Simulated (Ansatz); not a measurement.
Relaxed-ion elastic tensor of Cs$_{2}$TlAsI$_{6}$ in space group Fm-3m (No. 225; Cs on 8c, Tl on 4b, As on 4a, I on 24e) in GPa (Voigt order), the program Ansatz at the PBEsol level (PAW); density 4.95 g/cm³, 43.79 Å³ per atom.

```
40.2   4.3   4.3   0.0   0.0   0.0
 4.3  40.2   4.3   0.0   0.0   0.0
 4.3   4.3  40.2   0.0   0.0   0.0
 0.0   0.0   0.0   3.1   0.0   0.0
 0.0   0.0   0.0   0.0   3.1   0.0
 0.0   0.0   0.0   0.0   0.0   3.1
```

Question: Is the crystal mechanically stable?

Answer: Yes: the smallest eigenvalue of C is 3.1 GPa.

Question: Work out the Voigt, Reuss and Hill averages.

Answer: K_V = 16.3, K_R = 16.3, K_H = 16.3; G_V = 9.0, G_R = 4.6, G_H = 6.8 GPa.

Question: Give Young's modulus, Poisson's ratio, Pugh's ratio and the universal anisotropy index.

Answer: E = 9KG/(3K + G) = 17.9 GPa; ν = 0.32; K/G = 2.40 (ductile by the Pugh limit of 1.75); A_U = 5G_V/G_R + K_V/K_R − 6 = 4.85.

Question: Estimate the sound speeds and the Debye temperature.

Answer: v_l = √((K + 4G/3)/ρ) = 2260 m/s, v_t = √(G/ρ) = 1170 m/s, mean 1310 m/s; Θ = (h/k)(3n/4πV)^(1/3) v_m = 111 K.

Question: Give the Zener ratio and Young's modulus along [100], [110] and [111].

Answer: A = 2C44/(C11 − C12) = 0.17; 1/E = S11 − 2(S11 − S12 − S44/2)Γ with Γ = 0, 1/4, 1/3 gives 39.3, 10.7, 8.6 GPa.

Question: Solve the Christoffel equation for the three sound speeds along [100], [110], [111].

Answer: Eigenvalues of C_ijkl n_j n_l equal ρv². In km/s, slowest first: [100] 0.78, 0.78, 2.85; [110] 0.78, 1.90, 2.26; [111] 1.62, 1.62, 2.03.

The first step of the workflow began from a Materials Project structure, measured or hypothetical; the Crystallography Open Database copy checked does not list it. Whether it is the stable phase at ambient conditions was not checked. The cell was relaxed with PBEsol under the symmetry of its start; its stability against distortions is not shown here. Spin–orbit coupling is left out wherever it is not named.

Potentials: the later of the program's two PAW sets.
